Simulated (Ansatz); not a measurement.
MoOs: axial (c/a) deformation path

Level of theory: DFT LDA, scalar-relativistic, plane waves, PAW in Ansatz. Cutoff 420 eV, Γ-centred 21×21×12 k-points, Gaussian smearing of 0.15 eV. Spin–orbit coupling is left out, which can shift energies with elements as heavy as these. No spin polarisation. Energies are free energies at this smearing, counted from the undisturbed cell; pressure is positive in compression.

Zero of the scan (as given, not relaxed at this level; it stands at -16.4 GPa, and it needn't be the usual structure):

```xyz
2
Lattice="2.7818 0.0000 0.0000 -1.3909 2.4091 0.0000 0.0000 0.0000 4.5071" Properties=species:S:1:pos:R:3 pbc="T T T"
Mo    1.3909    0.8030    2.2535
Os    0.0000    1.6060    0.0000
```

At fixed volume and fractional coordinates, lengths along (0.000, 0.000, 1.000) are scaled against those across it; ρ is that ratio over its starting value. The cell is metallic on the mesh throughout. At -16 GPa the given cell is far from its own equilibrium, so these figures belong to a strongly strained crystal.

```
    ρ  ΔE (meV/atom) pressure (GPa)
0.800          370.7            -3.7
0.850          222.6            -8.7
0.920           63.0           -13.9
0.960           12.5           -15.7
1.000            0.0           -16.4
1.050           35.8           -15.8
1.100          122.7           -13.6
1.200          402.1            -5.2
1.300          768.3             7.0
```